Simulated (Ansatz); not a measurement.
## Relaxing a structure of Al$_{2}$Au

The start is a generated trial cell of Al2Au in the AFLOW prototype A2B_mP12_14_2e_e (C43, as in ZrO2). Cell shape, volume and atoms are optimised at zero target pressure with PBEsol (plane waves to 420 eV, PAW, scalar-relativistic; Ansatz, a quantum-chemistry and plane-wave program). The first steps use a coarse 5×5×5 k-mesh.

The start:
```
Al2Au
1.0
    5.78556     0.00000     0.00000
    0.00000     5.85419     0.00000
   -0.95805     0.00000     5.89559
Au Al
4 8
Direct
  0.27540   0.03950   0.20830
  0.72460   0.53950   0.29170
  0.72460   0.96050   0.79170
  0.27540   0.46050   0.70830
  0.07000   0.33170   0.34470
  0.93000   0.83170   0.15530
  0.93000   0.66830   0.65530
  0.07000   0.16830   0.84470
  0.44960   0.75690   0.47920
  0.55040   0.25690   0.02080
  0.55040   0.24310   0.52080
  0.44960   0.74310   0.97920
```

How large is the pressure on the unrelaxed cell, and of which sign?

+24.8 GPa (positive: the cell is compressed).

Which atoms feel the largest initial force, and how large is it?

1.44 eV/Å, on Au1, Au2, Au3, Au4 (atoms numbered as listed).

Does the structure survive the relaxation? Give the final space group.

The space group goes from P2₁/c (No. 14) to Fm-3m (No. 225); the end is AFLOW prototype AB2_cF12_225_a_c (C1, as in CaF2), with 3 atoms in the primitive cell.

How much energy is released per atom?

0.47 eV/atom.

How does the volume change?

+8.3 %, from 16.64 to 18.03 Å³/atom.

What band gap does the relaxed structure have at this level?

No gap (metallic).

Final values are on a 11×11×11 k-mesh of the relaxed cell. No spin polarisation in the result.

The run could not lose the symmetry of its start.

The first start was generated by placing the elements on the sites of a structure type. A measured structure of Al2Au has the same space group, Fm-3m (No. 225); the sites were not compared with it.
